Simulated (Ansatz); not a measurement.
BaSn2:
Space group P-3m1 (No. 164); a = b = 4.6811 Å, c = 5.4281 Å, α = β = 90.00°, γ = 120.00°

```tsv
atom	site	symmetry	x	y	z
Ba	1b	-3m.	0.0000	0.0000	0.5000
Sn	2d	3m.	0.3333	0.6667	0.1050
```

Relaxed with PBEsol.

### Question
Tabulate the valence density and the electron localisation function along the shortest Sn–Sn contact (2.93 Å), the program Ansatz at the PBEsol level (PAW).

### Answer


```csv
distance from Sn (Å),density (e/Å³),ELF
0.29,10.98,0.00
0.44,6.71,0.03
0.59,3.53,0.12
0.73,1.71,0.23
0.88,0.86,0.29
1.03,0.51,0.32
1.17,0.36,0.39
1.32,0.30,0.51
1.47,0.29,0.57
1.61,0.30,0.51
1.76,0.36,0.39
1.91,0.51,0.32
2.05,0.86,0.29
2.20,1.71,0.23
2.35,3.53,0.12
2.49,6.71,0.03
2.64,10.98,0.00
```

The density is the valence pseudo-density with augmentation charge, so density and ELF within about 1 Å of a nucleus are not all-electron values.

The workflow started from an entry of the Crystallography Open Database (COD, 293 K). Whether it is the stable phase at ambient conditions was not checked. The PBEsol relaxation kept the symmetry of its start; whether a distortion lowers the energy is not shown. Axis ratios of metals converge slowly with the k-mesh, so a and c are less sure than the volume. Scalar-relativistic: spin–orbit coupling is off unless named, which matters more the heavier the elements.

Potentials: the later of the program's two PAW sets.
